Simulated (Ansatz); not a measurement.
Question: Each is relaxed and computed with the program Ansatz at the HSE06 level (PAW). Which alone has a direct gap?
A. Cs2ScAgCl6, Fm-3m (Cs on 8c, Sc on 4a, Ag on 4b, Cl on 24e)
B. K2NaAlH6, Fm-3m (K on 8c, Na on 4b, Al on 4a, H on 24e)
C. CsAgCl2, P4/nmm (Cs on 2c, Ag on 2c, Cl on 2c, Cl on 2a)
D. Cs2IBrCl6, Fm-3m (Cs on 8c, I on 4a, Br on 4b, Cl on 24e)

Answer: D, Cs2IBrCl6, Fm-3m (Cs on 8c, I on 4a, Br on 4b, Cl on 24e). Cs2IBrCl6: gap 1.46 eV (direct); Cs2ScAgCl6: gap 4.96 eV (indirect); CsAgCl2: gap 3.59 eV (indirect); K2NaAlH6: gap 3.45 eV (indirect). Standing as an ambient phase not checked: Cs2IBrCl6, Fm-3m (Cs on 8c, I on 4a, Br on 4b, Cl on 24e); Cs2ScAgCl6, Fm-3m (Cs on 8c, Sc on 4a, Ag on 4b, Cl on 24e); CsAgCl2, P4/nmm (Cs on 2c, Ag on 2c, Cl on 2c, Cl on 2a); K2NaAlH6, Fm-3m (K on 8c, Na on 4b, Al on 4a, H on 24e). All cells were relaxed under the symmetry of their starts (and spin orders); stability against distortions was not tested throughout. Rows with no word on spin ran without spin polarisation. Spin–orbit coupling is left out wherever it is not named.

Potentials: the later of the program's two PAW sets.
